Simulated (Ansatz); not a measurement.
A geometry of La2O3 away from equilibrium: the start of the relaxation of a relaxed La2O3 cell, doubled along one cell vector, shaken by Gaussian noise of σ = 0.08 Å a coordinate. Level of theory: r2SCAN (plane waves to 500 eV, PAW, scalar-relativistic; Ansatz, a program for electronic structure). Γ-centred k-mesh 5×3×5 on the run's cell (coarser than for final values), Fermi–Dirac smearing 0.05 eV.

```xyz
10
Lattice="4.5596 0.0000 0.0000 0.0000 9.1192 0.0000 0.0000 0.0000 4.5596" Properties=species:S:1:pos:R:3:forces:R:3 pbc="T T T" free_energy=-28481.753 pressure_GPa=1.0
La     2.4415     2.1442     2.2817    0.3099    0.2215    0.4086
La     2.2462     6.8696     2.1020   -0.3731   -1.2956   -0.6143
La     0.0205    -0.0115     0.1552    1.5728   -1.3907   -1.4934
La    -0.0100     4.5541     0.0320    0.6294   -1.9959    0.5933
O      2.4065    -0.0188     0.0023   -1.7245    0.1171    0.2194
O      2.3136     4.6255     0.0371   -0.5763    0.1609    0.5309
O      0.0162     2.2035    -0.0227   -0.4140    0.3333   -0.0531
O      0.0406     6.6802     0.1169    0.3604    3.5870    1.0229
O      0.0664    -0.0543     2.3615    0.1260    0.0931    0.6974
O      0.0578     4.6609     2.3846    0.0895    0.1692   -1.3117
```

Positions in Å, forces in eV/Å, free energy of the cell in eV (comparable only within this code, potentials and settings). Largest force: 3.75 eV/Å, on O8 (atoms numbered as listed); the geometry lies 0.83 eV/atom above the end of its relaxation.

No spin polarisation in the result.

The end of the path is a generated cell of La2O3: the first start was made by a random draw of sites in a space group, and the end was not matched to a known phase here, so it may be hypothetical. Known forms of La2O3 include space group No. 164.
